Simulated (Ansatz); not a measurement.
TiC (rock salt)

```
CELL_PARAMETERS angstrom
      0.00000     2.14664     2.14664
      2.14664     0.00000     2.14664
      2.14664     2.14664     0.00000
ATOMIC_POSITIONS crystal
  C  0.00000 0.00000 0.00000
  Ti 0.50000 0.50000 0.50000
```

This relaxed cell (volume V₀) is scaled evenly in all directions, its shape held. Symmetry pins the atoms to their sites.

Calculation: PBEsol (plane waves to 420 eV, PAW, scalar-relativistic; Ansatz, a program for electronic structure). k mesh 20×20×20 (Γ-centred), Fermi-Dirac smearing 0.05 eV. The energy includes the smearing's −TS. Stress and pressure are positive under compression. TiC is run without spin polarisation. TiC was relaxed with its symmetry unable to fall. ΔE is measured from the relaxed starting cell. The last digit holds for this mesh only.

```csv
V (Å³/atom),ΔE (meV/atom)
8.903,98.3
9.068,withheld
9.232,41.1
9.397,22.5
9.562,9.7
9.727,2.4
9.892,0.0
10.057,2.2
10.221,8.7
10.386,19.0
10.551,32.9
10.716,50.1
10.881,70.3
```

**Question.** Fit a third-order Birch-Murnaghan form (E₀, V₀, B₀, B₀′ free) to the given rows and predict ΔE at V = 9.068.

**Answer.** Least squares on the 12 given rows: ΔE = E₀ + (9V₀B₀/16)·y²·[2 + (B₀′ − 4)y], y = (V₀/V)^(2/3) − 1, with V₀ = 9.891 Å³/atom, B₀ = 267.2 GPa (160.2 GPa = 1 eV/Å³; the term in eV is multiplied by 1000), B₀′ = 4.05, E₀ = 0.01 meV/atom; root-mean-square residual 0.05 meV/atom. At 9.068 the fit gives 66.1 meV/atom; the calculation gives 66.2 meV/atom, so the interpolation is off by -0.1 (-0.2 %). For the pressure the fit gives 27.7 GPa against the computed 27.7 GPa.

(Under strain, the slope of the energy per volume gives the stress and its curvature an elastic modulus.)
